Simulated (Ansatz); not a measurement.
PbS:
```
PbS
1.0
    4.22477     0.00000     0.00000
   -2.11238     3.65875     0.00000
    0.00000     0.00000    10.34786
Pb S
3 3
Direct
  0.00000   0.33312   0.66667
  0.66688   0.66688   0.00000
  0.33312   0.00000   0.33333
  0.00000   0.33332   0.16667
  0.66668   0.66668   0.50000
  0.33332   0.00000   0.83333
```

The program Ansatz at the r²SCAN level (PAW) gives a gap of 0.70 eV without spin–orbit coupling, maximum at L, minimum at A.

Q: What happens when spin–orbit coupling is switched on?

A: The gap falls by 0.49 eV, to 0.21 eV; maximum at L, minimum at A.

Q: Give the electron effective mass with spin–orbit coupling.

A: 0.064, 0.064, 0.092 mₑ (principal values).

Q: Give the hole effective mass with spin–orbit coupling.

A: 0.062, 0.062, 0.098 mₑ (principal values).

Space group Fm-3m (rock salt). The r²SCAN relaxation kept the symmetry of its start.

Potentials: the earlier of the program's two PAW sets.
